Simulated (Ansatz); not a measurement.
A crystal relaxed with r2SCAN in the plane-wave code Ansatz has space group Pmm2 (No. 25) and a = 3.516 Å, b = 7.236 Å, c = 5.395 Å.

```json
{"atom": "Zr", "site": "1c", "x": "0.5000", "y": "0.0000", "z": "0.5032"}
{"atom": "Sn", "site": "2g", "x": "0.0000", "y": "0.7512", "z": "0.0060"}
{"atom": "Xx", "site": "2h", "x": "0.5000", "y": "0.7475", "z": "0.3194"}
{"atom": "Xx", "site": "1a", "x": "0.0000", "y": "0.0000", "z": "0.1856"}
{"atom": "Xx", "site": "1a", "x": "0.0000", "y": "0.0000", "z": "0.6833"}
{"atom": "Xx", "site": "2h", "x": "0.5000", "y": "0.7571", "z": "0.8206"}
{"atom": "Sn", "site": "1d", "x": "0.5000", "y": "0.5000", "z": "0.4891"}
{"atom": "Xx", "site": "1b", "x": "0.0000", "y": "0.5000", "z": "0.1730"}
{"atom": "Xx", "site": "1b", "x": "0.0000", "y": "0.5000", "z": "0.6739"}
```

With r2SCAN the valence top lies at X and the conduction bottom at Γ, 2.40 eV higher; the smallest vertical gap, at Γ, is 2.46 eV. HSE06 gives an indirect gap of 3.28 eV, from X to Γ; the least direct gap is 3.43 eV at Γ. Meshes: r2SCAN 8×4×6, HSE06 4×2×4. r2SCAN's ε∞ is 4.9, 4.8 and 4.6 along x, y and z.

Problem. Which element is Xx?
A. Te
B. O
C. Se
D. S

Solution. B. Xx is O: ZrSn3O8 on the sites of tetragonal HfO2 (relaxed group Pmm2). Around Zr lie 8 O at 2.01–2.46 Å; around Sn lie 8 O at 2.02–2.55 Å; around O lie 3 Sn at 2.01–2.44 Å and 1 Zr at 2.08 Å; around O lie 2 Sn at 2.04 Å and 2 Zr at 2.46 Å; around O lie 2 Zr at 2.01 Å and 2 Sn at 2.50 Å; around O lie 3 Sn at 2.02–2.58 Å and 1 Zr at 2.45 Å; around Sn lie 8 O at 2.01–2.58 Å; around O lie 4 Sn at 2.03–2.45 Å (further sites aren't listed).

Spin-unpolarised throughout. Whether this structure exists isn't addressed.

Spin-orbit coupling is left out, which matters wherever the heavy atoms make up the band edges.

The meshes of the hybrids are coarse, so their gaps aren't converged to the digits shown.

For a response run the program warns that the ground state's bands aren't all converged, so ε∞ carries an extra error.
